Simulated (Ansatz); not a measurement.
## Property card for InAg3

InAg3 (Cu3Au type, Pm-3m), a = b = c = 4.1860 Å, α = β = γ = 90.00°.

Space group Pm-3m (No. 221), Cu3Au type; conventional cell a = b = c = 4.1860 Å, α = β = γ = 90.00°.

Method: DFT-r²SCAN in the program Ansatz with PAW potentials. Geometry: relaxed at this level of theory. Other levels are named where they apply.

Cell and energy:

- Volume per atom = 18.34 Å³
- Density = 9.93 g/cm³
- Formation energy from the elements (no fitted shifts) = -0.045 eV/atom

Electronic structure:

- Electronic character: metallic (no gap)
- Density of states at the Fermi level: 0.29 states/eV per atom (mean over ±0.08 eV)
- Gap with spin–orbit coupling: none (metallic)

Mechanics:

- Bulk modulus (Birch–Murnaghan fit): 91.0 GPa
- Pressure derivative B′: 6.0

Charges:

* **Bader charges**: In +0.43, Ag -0.14 e

The workflow started from an entry of the Crystallography Open Database (COD). Its standing as an ambient phase is unchecked. The r²SCAN relaxation kept the symmetry of its start; its stability against distortions is not shown here. No spin polarisation was allowed. The references are the lowest solids computed at this level, not always the standard phases. Spin–orbit coupling is left out wherever it is not named.

Potentials: the later of the program's two PAW sets.
